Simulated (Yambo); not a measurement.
GaN (wurtzite, space group P6_3mc, No. 186); a = b = 3.150 Å, c = 5.136 Å, α = β = 90.00°, γ = 120.00°. With the G0W0 scissor the direct gap on the mesh is 2.90 eV. Axes are Cartesian, with cell vectors (Å) (3.15, 0.00, 0.00), (-1.58, 2.73, 0.00), (0.00, 0.00, 5.14).

Question: Can the lowest exciton of this BSE run be trusted, and with what binding energy? (Yambo, LDA bands; 9×9×6 mesh, 6 valence and 3 conduction bands, static screening with 34 bands and a 4 Ry block, scissor 0.72 eV, Tamm-Dancoff.)

Answer: No. The lowest state covers only about 1 of the 486 k points, so the mesh doesn't resolve it: its energy and its distance from the direct gap are mesh artefacts. An extended exciton needs a far denser mesh. The scissor comes from a G0W0 run whose convergence isn't established. Spin-orbit splittings are left out.

The standard potential for Ga keeps a d shell in the valence without the s and p states of that shell. In tests on such compounds this moved G0W0 gaps by up to about 0.9 eV, so absolute quasiparticle energies here are unreliable; differences between settings are what counts.

Geometry relaxed with LDA.
